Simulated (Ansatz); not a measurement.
The calculation used Ansatz, DFT PBE, scalar-relativistic, plane waves, PAW. Settings: cutoff 420 eV, Γ-centred meshes spaced at most about 0.3 Å⁻¹, and about 0.25 Å⁻¹ or finer for metals (2π included), Gaussian smearing. No spin polarisation in the final relaxations.

Temperature and zero-point effects are left out.

Compare these two cells of Be2Se, each relaxed at this level.

A.

```cif
data_structure
_symmetry_space_group_name_H-M 'P-3m1'
_symmetry_Int_Tables_number 164
_cell_length_a 3.3493
_cell_length_b 3.3493
_cell_length_c 4.3145
_cell_angle_alpha 90.000
_cell_angle_beta 90.000
_cell_angle_gamma 120.000
_cell_volume 41.91
loop_
_atom_site_label
_atom_site_type_symbol
_atom_site_symmetry_multiplicity
_atom_site_Wyckoff_symbol
_atom_site_fract_x
_atom_site_fract_y
_atom_site_fract_z
_atom_site_occupancy
Be1 Be 2 d 0.33333 0.66667 0.68823 1
Se1 Se 1 a 0.00000 0.00000 0.00000 1
```

B.

```cif
data_structure
_symmetry_space_group_name_H-M 'P3m1'
_symmetry_Int_Tables_number 156
_cell_length_a 3.4092
_cell_length_b 3.4092
_cell_length_c 4.5664
_cell_angle_alpha 90.000
_cell_angle_beta 90.000
_cell_angle_gamma 120.000
_cell_volume 45.96
loop_
_atom_site_label
_atom_site_type_symbol
_atom_site_symmetry_multiplicity
_atom_site_Wyckoff_symbol
_atom_site_fract_x
_atom_site_fract_y
_atom_site_fract_z
_atom_site_occupancy
Be1 Be 1 b 0.33333 0.66667 0.68130 1
Be2 Be 1 c 0.66667 0.33333 0.39176 1
Se1 Se 1 b 0.33333 0.66667 0.17694 1
```

Question: Which would you expect to be lower, and how large is the difference?

Answer: B is lower, by 162 meV/atom. A has the anti-cadmium iodide type, space group P-3m1 (No. 164), 14.0 Å³/atom and no gap on its mesh; B has space group P3m1 (No. 156), 15.3 Å³/atom and no gap. Counting Se atoms around Be (those within 1.25 times the shortest such distance or 1.15 times the sum of covalent radii; a slash parts the counts of unlike sites), A has Be 3 and B has Be 2/3. The lower one is the more open, so pressure narrows the difference. Even the lower one lies +0.14 eV/atom against the reference forms of the elements (uncorrected), so neither is stable at this level. In A, Be has 3 Se at 2.36 Å and 3 Be at 2.53 Å; around Se lie 6 Be at 2.36 Å. In B, Be on its first site has 2 Se at 2.26–2.30 Å and 3 Be at 2.37 Å; Be on its second site is surrounded by 3 Se at 2.20 Å and 3 Be at 2.37 Å; Se is surrounded by 5 Be at 2.20–2.30 Å. Both come from invented guesses. A third cell relaxed alike, in C2/m, lies 253 meV/atom below the lower of the two; the P-3m1 cell fell into it when its atoms were moved at random.

Cells relaxed within their symmetry can be saddle points.
